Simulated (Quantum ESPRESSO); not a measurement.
## Kohn-Sham bands of Bi (C2/m, model phase)

```
CELL_PARAMETERS angstrom
      3.48860    -3.13258     0.00000
      3.48860     3.13258     0.00000
     -1.26023     0.00000     3.11355
ATOMIC_POSITIONS crystal
  Bi 0.24694 0.24694 0.14262
  Bi 0.75306 0.75306 0.85738
```

Materials Project entry mp-23157; symmetrised, unrelaxed at this level. This isn't the element's usual structure (rhombohedral); take it as a model of another phase. Level: LDA, no spin polarisation, no spin-orbit coupling; pw.x of Quantum ESPRESSO at 56 Ry with PseudoDojo potentials, 8×8×10 k-points, Wannier90. Density: 10×10×14 mesh, cold smearing 0.01 Ry. Spin-orbit coupling is left out although heavy elements are present.

Energies are relative to the Fermi level; weights are on the orthonormalised atomic waves of the pseudopotential files, averaged over the group. 30 electrons a cell are treated as valence.

| bands | from (eV) | to (eV) | filling | weight on atomic waves |
|---|---|---|---|---|
| 1–10 | -22.80 | -22.45 | filled | … |
| 11–12 | -13.09 | -8.54 | filled | … |

Task: Which atomic shells make up each group?

Result: 
- 1–10, weight on atomic waves: Bi 5d 100 %
- 11–12, weight on atomic waves: Bi 6s 88 %, Bi 6p 12 %

No gap over 0.05 eV opens at the Fermi level at this level of theory.
